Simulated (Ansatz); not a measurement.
# ScIr3: computed property card

ScIr3 (Cu3Au type, Pm-3m), a = b = c = 3.9183 Å, α = β = γ = 90.00°.

Space group Pm-3m (No. 221), Cu3Au type; conventional cell a = 3.9183 Å, b = 3.9183 Å, c = 3.9183 Å, α = 90.00°, β = 90.00°, γ = 90.00°.

Method: DFT-r²SCAN in the program Ansatz with PAW potentials. Structure relaxed to zero pressure with the same functional. Other levels are named where they apply.

Cell and energy:

- Volume per atom = 15.04 Å³
- Density = 17.16 g/cm³
- Formation energy from the elements (no fitted shifts) = -0.67 eV/atom

Electronic structure:

Electronic character: metallic (no gap)
Density of states at the Fermi level: 1.1 states/eV per atom (mean over ±0.08 eV)
Gap with spin–orbit coupling: none (metallic)

Mechanics:

- Bulk modulus (Birch–Murnaghan fit): 264 GPa
- Pressure derivative B′: 4.7
- Elastic constants (relaxed ions, GPa): C11 = 366, C12 = 213, C44 = 180
- Mechanical stability: stable (all eigenvalues of C positive)
- Hill bulk and shear moduli: 264 and 128 GPa
- Young's modulus: 330 GPa
- Poisson's ratio: 0.29
- Debye temperature from the elastic constants: 367 K

Phonons:

- Highest zone-centre frequency: 260 cm^-1
- Zone-centre stability: no imaginary mode at Γ

Charges:

- Bader charges: Sc +1.64, Ir -0.55 e

The workflow started from a Materials Project entry (that database holds measured and hypothetical structures alike); the Crystallography Open Database copy checked does not list it. Its standing as an ambient phase is unchecked. Symmetry was held in the r²SCAN relaxation. No spin polarisation was allowed. As this level gives no gap, shear constants depend on the k-mesh and smearing (Fermi–Dirac, 0.1 eV here). As this level gives no gap, phonon frequencies hold no LO–TO term and depend on the k-mesh and smearing (Fermi–Dirac, 0.1 eV here). The references are the lowest solids computed at this level, not always the standard phases. Spin–orbit coupling is left out wherever it is not named.

Potentials: the later of the program's two PAW sets.
